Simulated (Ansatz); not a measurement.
## Computed scan of one atom of the cell: V (bcc, W type)

V (bcc, W type)

```
CELL_PARAMETERS angstrom
     -2.95898     2.95898     2.95898
      1.47949    -1.47949     1.47949
      1.47949     1.47949    -1.47949
ATOMIC_POSITIONS crystal
  V  0.00000 0.00000 0.00000
  V  0.50000 0.00000 0.00000
```

In this cell atom 2 (V, nearest neighbour V at 2.563 Å; its periodic images, 2.6 Å or more away, move with it) is moved by s along Cartesian x, unit vector (1.000, 0.000, 0.000); all other atoms and the cell stay fixed.

The numbers are results of PBEsol (plane waves to 420 eV, PAW, scalar-relativistic; Ansatz, a first-principles code), not measurements. k mesh 9×18×18 (Γ-centred), Fermi-Dirac smearing 0.05 eV. E stands for the smeared free energy. Stress and pressure are positive under compression. With partly filled bands, energies and forces of such displacements shift with the k mesh and the smearing. F∥ is the force on the atom along that direction. The PAW data are Ansatz's earlier set. V is run without spin polarisation. V was relaxed with its symmetry unable to fall. The zero of ΔE is the undisplaced structure.

| s (Å) | ΔE (meV/cell) | F∥ (eV/Å) | P (GPa) |
|---|---|---|---|
| -0.510 | 408 | 0.865 | 2.0 |
| -0.408 | 313 | 1.014 | 1.2 |
| -0.306 | 204 | 1.080 | 0.8 |
| -0.204 | 101 | 0.901 | 0.4 |
| -0.102 | 27 | 0.519 | 0.1 |
| 0.000 | 0 | 0.000 | -0.1 |
| 0.102 | 27 | -0.519 | 0.1 |
| 0.204 | 101 | -0.901 | 0.4 |
| 0.306 | 204 | -1.080 | 0.8 |
| 0.408 | 313 | -1.014 | 1.2 |
| 0.510 | 408 | -0.865 | 2.0 |

What the scan shows:

```
Item                                                                                                                                                 Value
--------------------------------------------------------  ------------------------------------------------------------------------------------------------
Energy at s = 0.510 Å                                                                                                                         408 meV/cell
Force along the line at s = -0.510 Å                                                                                                            0.865 eV/Å
Symmetry of the curve                                                                                                        even: the same for both signs
Shape of the curve                                                                          a single well with its minimum at or next to zero displacement
Force constant k = d²E/ds² at s = 0 (finite differences)                                                                                        5.31 eV/Å²
Harmonic estimate at the end of the scan                  ½ks² = 690 meV/cell against the computed 408 meV/cell, so the well is softer than harmonic there
```

(For displaced atoms, the force is minus the slope of the energy, and its curvature is a force constant, which sets phonon frequencies.)
